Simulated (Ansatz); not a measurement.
GaSiGeN:
```
CELL_PARAMETERS angstrom
      1.77440     1.02445     6.08011
     -1.77440     1.02445     6.08011
      0.00000    -2.04890     6.08011
ATOMIC_POSITIONS crystal
  Ga 0.01674 0.01674 0.01674
  N  0.12463 0.12463 0.12463
  Ge 0.48829 0.48829 0.48829
  Si 0.62037 0.62037 0.62037
```

Relaxed with PBEsol (plane waves, PAW; program Ansatz). Indices refer to the conventional cell of R3m, a = b = 3.549 Å, c = 18.240 Å, α = β = 90.00°, γ = 120.00°.

Question: Simulate the powder diffraction pattern (Fe Kα, λ = 1.93735 Å; lines above 1 %) up to 2θ = 90°.

Answer: Simulated powder pattern, Fe Kα, λ = 1.93735 Å (kinematic, ideal powder, no thermal factors, no anomalous dispersion; the 30 strongest lines at most, above 1 %, up to 2θ = 90°):

```csv
2θ (°),d (Å),I/Imax (%),hkl
18.33,6.080,6.4,(0003)
37.16,3.040,25,(0006)
38.85,2.912,100,(0 1 -1 2)
44.68,2.549,27,(1 0 -1 4)
48.68,2.350,11,(0 1 -1 5)
57.10,2.027,5.2,(0009)
58.34,1.988,14,(1 0 -1 7)
63.88,1.831,23,(0 1 -1 8)
66.17,1.774,32,(1 1 -2 0)
69.32,1.703,1.1,(1 1 -2 3)
76.28,1.569,7.8,(1 0 -1 10)
78.41,1.532,18,(1 1 -2 6)
79.47,1.515,13,(2 0 -2 2)
83.18,1.459,5.5,(0 1 -1 11)
83.40,1.456,5.1,(0 2 -2 4)
86.32,1.416,2.5,(2 0 -2 5)
```

The start of the workflow was typed in or built on a structure type; neither database checked (COD, Materials Project) lists it. Its standing as an ambient phase is unchecked. The cell was relaxed with PBEsol under the symmetry of its start; its stability against distortions is not shown here. Its formation energy is positive at this level, so the cell may be metastable or incomplete.

Potentials: the earlier of the program's two PAW sets. The files were generated under PBE; for other functionals the program regenerates the frozen cores, and for LDA and PBEsol the local potential too.
